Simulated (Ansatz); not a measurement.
Ansatz input

```yaml
crystal:
  lattice:
    - [2.4305372443, 0.0, 0.0]
    - [-1.2152686221, 2.1049069984, 0.0]
    - [0.0, 0.0, 3.924816526]
  atoms:
    - { symbol: Mn, position: [0.3333333333, 0.6666666667, 0.25], spin: 3.0 }
    - { symbol: Mn, position: [0.6666666667, 0.3333333333, 0.75], spin: 3.0 }
hamiltonian:
  xc: lda
  pseudopotentials:
    kind: paw
    azcp:
      Mn: "pseudopotentials/Mn.paw.azcp"
basis:
  ecutwfc: 420
  fft_grid_basis: typed
kpoints:
  mp_grid: { grid: [24, 24, 13], shift: [0, 0, 0] }
magnetization:
  spin_polarized: true
scf:
  occupations: { method: fermi_dirac, width: 0.05 }
output:
  write_density: true
  write_potential: true
  elf: true
  volumetric_format: npy
```

Terminal output

```
Warning: the record states the generating functional pbe (its physics header spells it `PBE`), which answers neither for hamiltonian.xc's functional nor for the lda family's — results may be inconsistent (PPs are generated against a specific XC)
Engine: ansatz 0.2.0, x86_64-unknown-linux-gnu
Pseudopotentials: kind: paw
Pseudopotential: Mn, paw, valence charge 15, recommended cutoff 420 eV (normal) 
Functional definition: SPW92
  exchange = slater_x
  correlation = pw_c
Crystal: 2 atoms, lattice volume = 20.080 Å³
Basis set: ecut = 420 eV, 391 PW (Γ)
Bands: 22, of which v1, the nominal top of the filled ones, is band 15 counted from 1 (14 counted from 0)
Symmetry: 24 space group operations
Space group: P63/mmc (ITA 194), of the structure as read, at distance tolerance 2.7e-5 Å
Magnetic group: BNS 194.263 (UNI 1493), of the structure as read, at distance tolerance 2.7e-5 Å
k-points: 427 of 7488
Non-local potential: Mn, projectors of the file, l = 0: 3, l = 1: 2, l = 2: 3, l = 3: 1
PAW form: soft (Blöchl's): semilocal exchange-correlation on the pseudo side does not see the compensation charge
PAW frozen core: Mn, regenerated for the run's functional, and the local potential with it (the file was generated under x = pbe(κ = 0.804, μ = 0.2195149727645171), c = pbe(β = 0.06672455060314922))
PAW one-centre angular grid: Mn, 590 points (default); XC on 64 Gauss nodes
Initial density: superposition of atomic densities (chi_scale 0.1, normalization cell)
Starting moments: Σ|m| = 6 μB on 2 of 2 sites
Initial wavefunctions: pseudopotential atomic-orbital guess
Functional: x = slater, c = lda
SCF iter   1: F=—  HF=-7686.832247 eV  |F-HF|=—  |Δ(HF+E_count)|=         —  Δρ=4.16e-1 (↑4.16e-1 ↓2.17e-1)  dr2=7.20e0  dr2_m=1.78e1  M=0.323 μB ∫|m|=0.338 μB  β_m=0.30  ethr=3.10e-3  ⟨swp⟩=3.5  Hψ=66715  notcnv=0
Mixer restart at iter 1: flushing history
SCF iter   2: F=—  HF=-7682.172799 eV  |F-HF|=—  |Δ(HF+E_count)|=    4.66e0  Δρ=2.49e-1 (↑2.49e-1 ↓1.78e-1)  dr2=1.07e0  dr2_m=8.29e0  M=0.465 μB ∫|m|=0.465 μB  β_m=0.55  ethr=3.10e-3  ⟨swp⟩=3.5  Hψ=44170  notcnv=0  defer=1330
SCF iter   3: F=—  HF=-7682.851444 eV  |F-HF|=—  |Δ(HF+E_count)|=   6.79e-1  Δρ=1.01e-1 (↑1.01e-1 ↓2.61e-2)  dr2=1.12e0  dr2_m=6.08e-1  M=0.162 μB ∫|m|=0.162 μB  β_m=0.51  ethr=3.10e-3  ⟨swp⟩=3.9  Hψ=35382  notcnv=0  defer=1286
SCF iter   4: F=—  HF=-7682.612024 eV  |F-HF|=—  |Δ(HF+E_count)|=   2.39e-1  Δρ=2.04e-2 (↑4.88e-3 ↓2.04e-2)  dr2=6.04e-2  dr2_m=1.68e-2  M=0.066 μB ∫|m|=0.066 μB  β_m=0.76  ethr=3.10e-3  ⟨swp⟩=3.7  Hψ=39849  notcnv=0  defer=1240
SCF iter   5: F=—  HF=-7682.680869 eV  |F-HF|=—  |Δ(HF+E_count)|=   6.88e-2  Δρ=7.05e-3 (↑7.05e-3 ↓3.30e-3)  dr2=1.29e-2  dr2_m=1.02e-3  M=-0.010 μB ∫|m|=0.010 μB  β_m=0.88  ethr=2.01e-4  ⟨swp⟩=3.0  Hψ=36155  notcnv=0  defer=1098
SCF iter   6: F=—  HF=-7682.677549 eV  |F-HF|=—  |Δ(HF+E_count)|=   3.32e-3  Δρ=7.85e-4 (↑7.85e-4 ↓6.48e-4)  dr2=1.34e-5  dr2_m=8.83e-5  M=-0.003 μB ∫|m|=0.003 μB  β_m=0.83  ethr=4.29e-5  ⟨swp⟩=2.1  Hψ=28638  notcnv=0  defer=1098
SCF iter   7: F=—  HF=-7682.677535 eV  |F-HF|=—  |Δ(HF+E_count)|=   1.36e-5  Δρ=2.05e-4 (↑2.05e-4 ↓1.35e-4)  dr2=2.32e-6  dr2_m=4.55e-6  M=-0.001 μB ∫|m|=0.001 μB  β_m=0.76  ethr=4.48e-8  ⟨swp⟩=2.0  Hψ=30936  notcnv=0  defer=1098
SCF iter   8: F=—  HF=-7682.677536 eV  |F-HF|=—  |Δ(HF+E_count)|=   5.90e-7  Δρ=7.24e-5 (↑7.24e-5 ↓3.84e-5)  dr2=1.40e-6  dr2_m=1.54e-7  M=-0.000 μB ∫|m|=0.000 μB  β_m=0.88  ethr=7.72e-9  ⟨swp⟩=1.0  Hψ=18788  notcnv=0  defer=1098
SCF iter   9: F=—  HF=-7682.677538 eV  |F-HF|=—  |Δ(HF+E_count)|=   2.01e-6  Δρ=1.78e-5 (↑6.52e-6 ↓1.78e-5)  dr2=7.70e-8  dr2_m=8.16e-9  M=0.000 μB ∫|m|=0.000 μB  β_m=0.94  ethr=4.68e-9  ⟨swp⟩=2.0  Hψ=24483  notcnv=0  defer=1098
SCF iter  10: F=—  HF=-7682.677538 eV  |F-HF|=—  |Δ(HF+E_count)|=   4.99e-8  Δρ=1.47e-6 (↑1.09e-6 ↓1.47e-6)  dr2=8.28e-10  dr2_m=1.52e-11  M=0.000 μB ∫|m|=0.000 μB  β_m=0.97  ethr=2.57e-10  ⟨swp⟩=2.2  Hψ=26125  notcnv=0  defer=1098
SCF iter  11: F=-7682.677538 eV  HF=-7682.677538 eV  |F-HF|=1.73e-11  |Δ(HF+E_count)|=  4.99e-10  Δρ=2.51e-7 (↑2.51e-7 ↓2.29e-7)  dr2=1.66e-11  dr2_m=1.38e-13  M=0.000 μB ∫|m|=0.000 μB  ethr=2.76e-12  ⟨swp⟩=4.7  Hψ=65629  notcnv=0
SCF 1 converged in 11 iterations: F = -7682.677538 eV  dr2 = 1.66e-11
WARN: the starting moments were not kept: the SCF closed with an absolute magnetisation of 5.7e-7 μB, where they sum to 6 μB in size (2 sites). That is at most 0.1 of that sum. Measured as dr2_m measures the in/out step, that magnetisation stands 1.6e-13 eV from none, at or under the dr2_threshold of 1.0e-7 eV: it is no larger than a step whose dr2_m would equal this threshold. The system may hold no moment; this SCF shows only that its start led to no more than that. To try another start: raise the starting moments (crystal.atoms[].spin, magnetization.per_species, magnetization.initial_magnetization, or on a non-collinear deck that types none of these the spinor_matrix: blocks that start its atoms; where the total moment is fixed, keep their sum and leave initial_magnetization as it is; typed ones take the place of any that the run laid by itself, positive ones on a crystal's lanthanoids without a Hubbard term where scf.initial_density.shell_occupations: [] is typed) or, if the notice of its spin-set hold's release reads "site moments contracting" or "site moments show no strong build", lengthen the hold (scf.mixing.spin_hold: { on: { confirm: 4 } }; for m-r²SCAN on two components see the key's manual first). Each may lead to a state that holds a moment. A second SCF, from the converged charge density, with the starting moments and any scf.initial_density.shell_occupations laid on it anew, would have followed, and was not run: the deck does not ask for one (magnetization.retry_lost_moments is false, the default). To let it run, set magnetization.retry_lost_moments: true and run the deck again, where that key's refused combinations let it; where memory then withholds it, that run's warning says so.
SCF converged after 11 iterations
Magnetization: 0.0000 μB (15.0000 up, 15.0000 down)
Absolute magnetization: 0.0000 μB (∫|ρ↑−ρ↓|, with the PAW one-centre terms)
Spin contamination: 0.0000 ħ² per cell (⟨S²⟩ above its minimum at these occupations)
Per-site moments (μB) at R_I (Å): [(2.456231847917696e-7, 0.9951614113797979), (2.456231852728279e-7, 0.9951614113797979)]
Free energy (F): -7682.677538 eV
Harris-Foulkes:  -7682.677538 eV  (|F-HF|=1.73e-11)
Internal energy: -7682.656723 eV  (E = F + TS)
E sigma→0 (E₀):  -7682.667131 eV
Entropy (-TS):   -0.020815 eV (-10.407 meV/atom)
Fermi energy:    21.471324 eV
--- Per-component energies (eV) ---
  E_band       = -271.526354
  E_kinetic    = 622.702186
  E_local      = -2989.626927  (includes V_loc(G=0)·N_el)
  E_nonlocal   = 481.358271
  E_hartree    = 1249.528952
  E_xc         = -232.497198
  E_vxc        = -299.336247  (∫ρ·V_xc dr)
  E_paw        = -2477.397072  (= ΣΔE_a)
  E_vpaw       = -585.681677  (= ΣTr[D̂ρ^β])
  E_aug_tail   = -0.000020  (compensation charges beyond the density's cutoff)
  E_ewald      = -4337.492821
  E_core_change = 0.767906  (= ΣΔE_core)
  E_smearing   = -0.020815  (= −TS)
  E_closure    = 0.000000  (closes the sum)
  Σ components = -7682.677538   (vs F -7682.677538, Δ=0.00e0)
--- Band table (eV; the first three rows and the last of 854) ---
  k-point 0 ↑: bands = ["-57.0214", "-56.7988", "-26.5455", "-25.6937", "-25.6937", "-25.5600", "-25.5600", "-25.5435", "13.0267", "16.6858", "20.4063", "20.4063", "20.4102", "20.9387", "20.9387", "21.5030", "21.5030", "22.4076", "23.2598", "23.2598", "31.5737", "42.7387"]
  k-point 1 ↑: bands = ["-57.0182", "-56.8021", "-26.5314", "-25.6917", "-25.6917", "-25.5620", "-25.5620", "-25.5586", "13.0948", "16.6844", "20.3796", "20.3796", "20.3826", "20.9105", "20.9105", "21.5654", "21.5654", "22.2094", "23.2584", "23.2584", "31.8702", "42.6630"]
  k-point 2 ↑: bands = ["-57.0088", "-56.8117", "-26.4900", "-25.6860", "-25.6860", "-25.6029", "-25.5677", "-25.5677", "13.2962", "16.6703", "20.3035", "20.3200", "20.3200", "20.8321", "20.8321", "21.7005", "21.7293", "21.7293", "23.2490", "23.2490", "32.6813", "42.4600"]
  k-point 426 ↓: bands = ["-56.7578", "-56.7578", "-26.3321", "-26.3321", "-26.1447", "-26.1073", "-25.7195", "-25.7195", "18.4175", "18.4386", "18.4386", "18.5491", "19.7744", "19.7744", "21.4171", "21.5934", "23.3326", "23.3326", "29.8208", "29.8208", "31.2476", "31.9503"]
```

Launched by

```sh
ansatz run input.yaml --threads 2 --pin off --max-ram 5120MiB --backend cpu --events-out ev --progress --plain --runs-dir out
```

On 2 threads of Intel(R) Xeon(R) Platinum 8488C (Sapphire Rapids) (shared host) this took about 25 s of wall time and 44 s of CPU time.
